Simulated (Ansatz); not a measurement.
CeO2 (fluorite), relaxed and computed with several functionals in Ansatz (plane waves, PAW). Much of their spread follows the volume that each gives.

```csv
functional,V (Å³/atom),B₀ by P(V) fit (GPa)
PBE,13.60,173
r²SCAN,13.40,?
PBEsol,13.11,191
LDA,12.82,205
```

### Question
Fit a straight line to ln B₀ against ln V and predict the withheld value.

### Answer
Least squares on the 3 shown rows: ln B₀ = -2.86 × ln V + (12.616), with a scatter of 0.3 %. For r²SCAN this gives 180. The run itself gave 190, a miss of 5.3 % of that, well beyond the scatter: the line misses something about this case.

With the 4f shell in the valence, where a lower state may exist: CeO2, fluorite. All cells were relaxed under the symmetry of their starts (and spin orders); stability against distortions was not tested throughout. Named crystals with no word on spin ran without spin polarisation. No Hubbard U is applied. Spin–orbit coupling is left out wherever it is not named.

Potentials: the earlier of the program's two PAW sets. The files were generated under PBE; for other functionals the program regenerates the frozen cores, and for LDA and PBEsol the local potential too.

Ansatz (a program for electronic structure) is a plane-wave DFT program.
